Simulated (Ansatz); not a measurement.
Input:

TiV₂O₅:
```
CELL_PARAMETERS angstrom
      2.97908     0.00000     0.00000
      0.00000    11.76835     0.00000
      0.00000     0.00000     4.96325
ATOMIC_POSITIONS crystal
  V  0.00000 0.14664 0.41557
  V  0.00000 0.85336 0.41557
  V  0.50000 0.35336 0.58443
  V  0.50000 0.64664 0.58443
  O  0.00000 0.00000 0.61125
  O  0.50000 0.50000 0.38875
  O  0.00000 0.10297 0.06730
  O  0.00000 0.89703 0.06730
  O  0.50000 0.39703 0.93270
  O  0.50000 0.60297 0.93270
  O  0.50000 0.18407 0.63344
  O  0.50000 0.81593 0.63344
  O  0.00000 0.31593 0.36656
  O  0.00000 0.68407 0.36656
  Ti 0.00000 0.50000 0.08602
  Ti 0.50000 0.00000 0.91398
```
The run is spin-polarised.

This is the PBE+D3(BJ)-relaxed structure.

### Question
All from plane-wave PAW PBE+D3(BJ) (Ansatz code), unless another level is named. Estimate the net moment.

### Answer
0.50 μB per atom.

### Question
What about the Bader charges?

### Answer
V +1.84, O -1.21 to -1.13, Ti +2.06 e.

Space group Pmmn. A made-up cell: these elements were put on the sites of a structure type; neither database checked (COD, Materials Project) lists it. Whether it is the stable phase at ambient conditions was not checked. Symmetry was held in the PBE+D3(BJ) relaxation; whether a distortion lowers the energy is not shown. The final state is ferromagnetic, chosen from 4 collinear starts compared on coarse meshes (ties went to the first, and starts can fall back to one state), not a proven ground state. No Hubbard U is applied.

Potentials: the later of the program's two PAW sets.
